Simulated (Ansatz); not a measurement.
Cu$_{2}$O (anti-CdI2 type, P-3m1), DFT-PBE in the program Ansatz with PAW potentials, all energies at zero smearing, with the estimated change up to a 700 eV cutoff added, with one set of potentials and settings (totals compare only within such a set). Cell of 3 atoms (1 O, 2 Cu): -13815.885 eV.

| element | reference phase | E (eV/atom) |
|---|---|---|
| O | C2/m, 4 atoms in the cell, spin-polarised | -565.0000 |
| Cu | Fm-3m, 1 atoms in the cell | -6625.1757 |

Formation energy per atom, worked out: (-13815.885 − 1×(-565.0000) − 2×(-6625.1757))/3 = -0.178 eV/atom (-17 kJ per mol of atoms), at 0 K, without zero-point energy or fitted corrections.

A made-up cell: these elements were put on the sites of a structure type; neither database checked (COD, Materials Project) lists it. It is not the phase usual at ambient conditions (space group No. 224). Symmetry was held in the PBE relaxation; its stability against distortions is not shown here. The run is not spin-polarised. No Hubbard U is applied. The references are the lowest solids computed at this level, not always the standard phases (solids in place of the gases).

Potentials: the later of the program's two PAW sets.
